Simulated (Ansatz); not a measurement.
A geometry of W away from equilibrium: step 4 of the relaxation of a relaxed W cell, doubled along one cell vector, shaken by Gaussian noise of σ = 0.08 Å a coordinate. Calculation: PBEsol (plane waves to 420 eV, PAW, scalar-relativistic; Ansatz, a quantum-chemistry and plane-wave program). Γ-centred k-mesh 7×7×7 on the run's cell (coarser than for final values), Fermi–Dirac smearing 0.05 eV. The plane waves were selected for a different cell earlier on the path.

```xyz
6
Lattice="5.0869 0.0196 -0.0305 -2.5265 4.4384 -0.0178 -0.0299 -0.0374 4.9661" Properties=species:S:1:pos:R:3 pbc="T T T"
W      3.0404     0.0635     1.1576
W      2.0876    -0.2014     3.7263
W      0.9738     1.8961     1.3665
W      1.4410     2.4753     3.7607
W     -1.5110     2.7151     1.0734
W     -0.9921     1.7283     3.7561
```

### Question
Give the Cartesian forces on all atoms (eV/Å).

### Answer
```tsv
atom	Fx	Fy	Fz
W1	1.06	0.95	0.55
W2	-1.47	0.73	-0.76
W3	-0.67	-1.40	-1.26
W4	2.30	0.81	0.74
W5	-0.66	0.68	1.26
W6	-0.56	-1.78	-0.52
```

The path ends in Im-3m (No. 229) (bcc (W type)). No spin polarisation in the result.

Of the parent cell (P6/mmm (No. 191)): it is a generated cell of W: the first start was made by placing the elements on the sites of a structure type, and the end was not matched to a known phase here, so it may be hypothetical. Known forms of W include space group No. 229.
